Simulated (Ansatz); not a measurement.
**Bi2S3: gradients before and after relaxing the atoms**

Start: a COD entry (listed for 7.2 GPa), taken as it stands.

Space group Pnma (No. 62); a = 10.7010, b = 3.8655, c = 10.5650 Å.

```
site  Wyckoff  site symmetry       x       y       z
 Bi1       4c            .m.  0.9971  0.2500  0.6744
 Bi5       4c            .m.  0.3275  0.2500  0.4674
  S9       4c            .m.  0.0493  0.2500  0.1296
 S13       4c            .m.  0.3745  0.2500  0.0607
 S17       4c            .m.  0.2232  0.2500  0.7990
```

One atom of each set is listed.

Computed with Ansatz: DFT, PBE, plane waves and PAW, scalar-relativistic, 420 eV cutoff, Γ-centred 3×7×3 k-points, Fermi–Dirac smearing 0.02 eV.

The largest force at the start is 0.50 eV/Å. Relaxing the ions at fixed cell moves them by 0.071 Å at most (atom 7, Bi) and 0.044 Å rms.

```
site  moved (Å)   first shell before    first shell after  V_zz before (10²¹ V/m²)  η before
 Bi1      0.056   7 S at 2.66–2.94 Å   7 S at 2.70–2.90 Å                     1.47      0.08
 Bi5      0.071   7 S at 2.59–3.06 Å   7 S at 2.67–3.01 Å                   -16.60      0.04
  S9      0.026  5 Bi at 2.59–2.90 Å  5 Bi at 2.67–2.88 Å                    -2.74      0.80
 S13      0.019  5 Bi at 2.66–3.06 Å  5 Bi at 2.70–3.01 Å                    -5.82      0.03
 S17      0.024  4 Bi at 2.68–2.94 Å  4 Bi at 2.72–2.90 Å                     1.69      0.33
```

Question: How do the gradients change?

Answer: 

| site | V_zz after | η after | change of V_zz |
| --- | --- | --- | --- |
| Bi1 | -3.45 | 0.01 | – |
| Bi5 | -9.55 | 0.23 | +7.05 |
| S9 | -1.74 | 0.34 | +1.00 |
| S13 | -5.56 | 0.17 | +0.26 |
| S17 | 0.98 | 0.32 | -0.71 |

The largest change of V_zz along a kept axis is on Bi5, from -16.60 to -9.55. In per cent, |V_zz| changes by -42 on Bi, -42 to -4 on S (all sites that start above 0.5, bar those whose gradient vanishes or changes sign or whose main axis turns by over 40°). Where |V_zz| stays above 0.1 and the axes keep their order, η moves most on S9, from 0.80 to 0.34. On Bi1 the largest principal value lies along another axis in the second run, so the two V_zz can't be compared directly.

Spin–orbit coupling is left out, which shifts gradients on Bi by a few per cent in wide-gap crystals, and can shift them far more where the calculated gap is small or absent, as here.
Before: At this cell the PBE pressure is 11 GPa, so with PBE the cell would grow if it were relaxed.
After: At this cell the PBE pressure is 10 GPa, so with PBE the cell would grow if it were relaxed.
